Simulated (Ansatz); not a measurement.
Ansatz (a first-principles code) input:

Ansatz 0.2 input:
```yaml
crystal:
  lattice:
    - [-1.9590229551, 1.9590229551, 5.4582246645]
    - [1.9590229551, -1.9590229551, 5.4582246645]
    - [1.9590229551, 1.9590229551, -5.4582246645]
  atoms:
    - { symbol: Lu, position: [0.0, 0.0, 0.0] }
    - { symbol: Pb, position: [0.3380157381, 0.3380157381, 0.0] }
    - { symbol: Pb, position: [0.6619842619, 0.6619842619, 0.0] }
kpoints:
  mp_grid: { grid: [15, 15, 15] }
hamiltonian:
  xc: r2scan
  pseudopotentials: { kind: paw }
scf:
  occupations: { method: gaussian, width: 0.1 }
checkpoint: { read: metal.run }
output: { write_density: true, elf: true, volumetric_format: npy }
basis: { fft_grid_basis: typed }
```

Output (shortened):

```
Pseudopotential: Lu, paw, valence charge 25
Pseudopotential: Pb, paw, valence charge 14
Functional definition: r2SCAN
Crystal: 3 atoms, lattice volume = 83.790 Å³
Basis set: ecut = 500 eV, 2091 PW (Γ), exchange–correlation on 180×180×180 points (64 copies of the dense FFT grid, shifted against one another)
Bands: 32, of which v1, the nominal top of the filled ones, is band 27 counted from 1 (26 counted from 0)
Symmetry: 16 space group operations
Space group: I4/mmm (ITA 139), of the structure as read, at distance tolerance 4.4e-5 Å
k-points: 288 of 3375
Stability of the state it starts from, as read at its close in the unpolarized treatment …
iter 1 solved again at ethr=3.07e-8 eV; its pass at ethr=3.10e-3 eV (dr2=1.63e-5 eV) is discarded
SCF iter   1: F=—  HF=-38585.991177 eV  |F-HF|=—  |Δ(HF+E_count)|=         —  Δρ=4.18e-7  dr2=1.50e-10  dr2_τ=6.51e-12  ethr=3.07e-8  ⟨swp⟩=4.4  Hψ=70698  notcnv=0
preconditioner: auto → Kerker (q_TF=auto, 2.528 Å⁻¹)
SCF iter   2: F=-38585.991176 eV  HF=-38585.991176 eV  |F-HF|=3.42e-10  |Δ(HF+E_count)|=   4.29e-8  Δρ=4.65e-7  dr2=1.38e-10  dr2_τ=1.18e-11  ethr=1.00e-12  ⟨swp⟩=7.9  Hψ=49255  notcnv=0
SCF 1 converged in 2 iterations: F = -38585.991176 eV  dr2 = 1.38e-10
SCF converged after 2 iterations
Free energy (F): -38585.991176 eV
Harris-Foulkes:  -38585.991176 eV  (|F-HF|=3.42e-10)
Internal energy: -38585.978198 eV  (E = F + TS)
E sigma→0 (E₀):  -38585.984687 eV
Entropy (-TS):   -0.012979 eV (-4.326 meV/atom)
Fermi energy:    12.764310 eV
--- Per-component energies (eV) ---
  E_band       = -85.615012
  E_kinetic    = 997.970016
  E_local      = -9134.396236  (includes V_loc(G=0)·N_el)
  E_nonlocal   = 1271.176298
  E_hartree    = 3827.552713
  E_xc         = -629.076110
  E_vxc        = -580.757352  (∫ρ·V_xc dr)
  E_paw        = -28256.008850  (= ΣΔE_a)
  E_vpaw       = -332.205242  (= ΣTr[D̂ρ^β])
  E_aug_tail   = 0.000051  (compensation charges beyond the density's cutoff)
  E_vtau       = 37.490892  (kinetic-family band-sum trace: ∫τ·v_τ [+ j·A + Jᵃ·Aᵃ] dr)
  E_ewald      = -6665.804607
  E_core_change = 2.608528  (= ΣΔE_core)
  E_smearing   = -0.012979  (= −TS)
  E_closure    = 0.000000  (closes the sum)
  Σ components = -38585.991176   (vs F -38585.991176, Δ=0.00e0)
  [band-id]    e_kinetic+e_local+e_nonlocal+2·e_hartree+e_vxc+e_vpaw+e_augmentation_tail+e_vtau = -85.616147   (vs E_band -85.615012, Δ=-1.13e-3)
--- Band table (eV; the first three rows and the last of 288) ---
  k-point 0: bands = ["-45.7878", "-15.8448", "-15.7528", "-15.7528", "-4.6456", "-4.6032", "-4.5826", "-4.5826", "-4.5600", "-4.5097", "-4.4848", "-4.4294", "-4.4294", "-4.3856", "1.1655", "5.7550", "7.0901", "7.0922", "7.0922", "7.0990", "7.1064", "7.1064", …
  k-point 1: bands = ["-45.7876", "-15.8440", "-15.7561", "-15.7558", "-4.6391", "-4.6095", "-4.5853", "-4.5817", "-4.5508", "-4.5119", "-4.4861", "-4.4340", "-4.4246", "-4.3849", "1.2627", "5.7415", "7.0906", "7.0914", "7.0924", "7.0978", "7.1056", "7.1062", …
  k-point 2: bands = ["-45.7872", "-15.8419", "-15.7653", "-15.7643", "-4.6300", "-4.6265", "-4.5868", "-4.5734", "-4.5328", "-4.5143", "-4.4871", "-4.4473", "-4.4137", "-4.3807", "1.5500", "5.7043", "7.0896", "7.0921", "7.0926", "7.0942", "7.1035", "7.1055", …
  k-point 287: bands = ["-45.7877", "-15.8459", "-15.7561", "-15.7524", "-4.6890", "-4.6537", "-4.6262", "-4.6210", "-4.5999", "-4.4742", "-4.3939", "-4.3919", "-4.3852", "-4.3729", "2.0851", "3.5084", "7.0759", "7.0905", "7.0920", "7.0927", "7.0987", …
```

Cost: very roughly 60 core-seconds on shared cores.

The workflow started from an entry of the Crystallography Open Database (COD). Its standing as an ambient phase is unchecked. Symmetry was held in the r²SCAN relaxation; whether a distortion lowers the energy is not shown. Scalar-relativistic: spin–orbit coupling is off unless named, which matters more the heavier the elements.

Potentials: the later of the program's two PAW sets.

Ansatz is a plane-wave DFT program.
